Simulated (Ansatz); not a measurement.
SiB$_{3}$:
```
SiB3
1.0
   -4.18228     6.27720     3.10272
    4.18228    -6.27720     3.10272
    4.18228     6.27720    -3.10272
Si B
8 24
Direct
  0.31372   0.33230   0.51858
  0.68628   0.66770   0.48142
  0.31372   0.79514   0.98142
  0.68628   0.20486   0.01858
  0.84798   0.00252   0.84546
  0.15202   0.99748   0.15454
  0.65706   0.00252   0.65454
  0.34294   0.99748   0.34546
  0.14918   0.72359   0.42560
  0.85082   0.27641   0.57440
  0.79799   0.72359   0.07440
  0.20201   0.27641   0.92560
  0.11528   0.39201   0.50183
  0.88472   0.60799   0.49817
  0.39018   0.61345   0.99817
  0.60982   0.38655   0.00183
  0.88472   0.38655   0.27673
  0.11528   0.61345   0.72327
  0.60982   0.60799   0.22327
  0.39018   0.39201   0.77673
  0.15370   0.48038   0.32342
  0.84630   0.51962   0.67658
  0.65695   0.83028   0.17658
  0.34305   0.16972   0.82342
  0.84630   0.16972   0.32667
  0.15370   0.83028   0.67333
  0.34305   0.51962   0.17333
  0.65695   0.48038   0.82667
  0.34048   0.27134   0.06914
  0.65952   0.72866   0.93086
  0.70219   0.27134   0.43086
  0.29781   0.72866   0.56914
```

Relaxed with r²SCAN. Special points in fractions of this cell's reciprocal vectors: Γ (0.000, 0.000, 0.000); X (0.500, -0.500, 0.500); F0 (0.361, -0.361, 0.639); Σ0 (-0.361, 0.361, 0.361); Λ0 (0.311, 0.311, -0.311); G0 (0.689, -0.311, 0.311); R (0.000, 0.500, 0.000); W (0.250, 0.250, 0.250); S (0.500, 0.000, 0.000); T (0.000, 0.000, 0.500).

Problem. List the band energies nearest the valence-band maximum at these points for r²SCAN (plane waves, PAW; program Ansatz).

Solution. In eV from the valence-band maximum; about four levels below and three above (degenerate sets whole), none deeper than 8.9 eV; points with the same levels are listed once.

```csv
k,below,above
Γ,-0.60 -0.36 -0.30 0.00,1.75 2.46 2.63
X,-0.60 -0.60 -0.23 -0.11,2.34 2.35 2.39
F0,-0.73 -0.66 -0.45 -0.25,2.31 2.43 2.55
Λ0,-0.71 -0.68 -0.50 -0.33,2.28 2.55 2.68
R,-0.50 -0.46 -0.27 -0.20,2.36 2.47 2.60
W,-0.44 -0.44 -0.30 -0.30,2.43 2.43 2.79 2.79
S,-0.92 -0.83 -0.74 -0.62,2.30 2.33 2.57
T,-0.89 -0.89 -0.42 -0.42,2.01 2.01 2.98 2.98
```

Space group Imma. The workflow started from a Materials Project entry (that database holds measured and hypothetical structures alike); the Crystallography Open Database copy checked does not list it. Whether it is the stable phase at ambient conditions was not checked. The cell was relaxed with r²SCAN under the symmetry of its start; whether a distortion lowers the energy is not shown.

Potentials: the later of the program's two PAW sets.
